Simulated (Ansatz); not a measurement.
PbS (rock salt)

```xyz
2
Lattice="0.0000 2.9872 2.9872 2.9872 0.0000 2.9872 2.9872 2.9872 0.0000" Properties=species:S:1:pos:R:3 pbc="T T T"
S      0.0000     0.0000     0.0000
Pb     2.9872     2.9872     2.9872
```

E(V) scan at fixed shape, V₀ the volume above. Symmetry pins the atoms to their sites.

Computed with r2SCAN (plane waves to 500 eV, PAW, scalar-relativistic; Ansatz, an electronic-structure program). k mesh 10×10×10 (Γ-centred), Fermi-Dirac smearing 0.05 eV. Compression counts positive. PbS was relaxed with its symmetry unable to fall. Spin-orbit coupling is left out, though Pb is heavy.

At one point of the scan the stress tensor (GPa) is:

```
  -3.25     0.00     0.00
   0.00    -3.25     0.00
   0.00     0.00    -3.25
```

Task: Which point is it?
A. V/V₀ = 1.100
B. V/V₀ = 1.083
C. V/V₀ = 1.033
D. V/V₀ = 1.067

Result: D, V/V₀ = 1.067

(Under strain, the slope of the energy per volume gives the stress and its curvature an elastic modulus.)
